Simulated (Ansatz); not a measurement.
The elements of this relaxed trial crystal are hidden behind letters.

```
lattice vectors (Å)
   4.0591    0.0000    0.0000
  -2.0295    3.5153    0.0000
   0.0000    0.0000    9.9398
fractional positions
X 0.3333 0.6667 0.6672
Z 0.0000 0.0000 0.9998
Z 0.6667 0.3333 0.3333
Q 0.6667 0.3333 0.0834
Q 0.3333 0.6667 0.4174
Q 0.0000 0.0000 0.7490
```

The calculation used DFT PBE, scalar-relativistic, plane waves, PAW (Ansatz). Settings of the last relaxation (6-atom cell): 420 eV, 12×12×4 k points, Gaussian smearing of 0.02 eV, no spin polarisation.

| Item | Value |
| --- | --- |
| Space group | P3m1 (No. 156) |
| Conventional cell | a = 4.059 Å, c = 9.940 Å |
| Volume per atom | 23.64 Å³ |
| Density | 4.58 g/cm³ |
| Energy over the elements | −0.396 eV/atom |
| Gap on the 12×12×4 mesh of the 6-atom cell | 0.53 eV |

Energies are uncorrected and count from the elements' standard states at the same level.

Q: X is a p-block element of period 3, Z is a p-block element of period 4 and Q is a p-block element of period 4. Which elements are they?

A: X = Al, Z = Ga, Q = As, so the formula is AlGa2As3. Density times volume gives a mean mass of 4.58 × 23.64/1.6605 = 65.2 u per atom, and this set has 65.2 u. Al has 4 As at 2.48 Å; Ga on its first site has 4 As at 2.49 Å; As on its first site has 4 Ga at 2.48–2.49 Å; 3 more sites not described. Other sets within the hints have nearly the same mass, so mass alone doesn't settle it; this one was computed.

Kohn–Sham gaps at this level usually fall short of measured ones. A structure relaxed within its symmetry needn't be a true minimum.
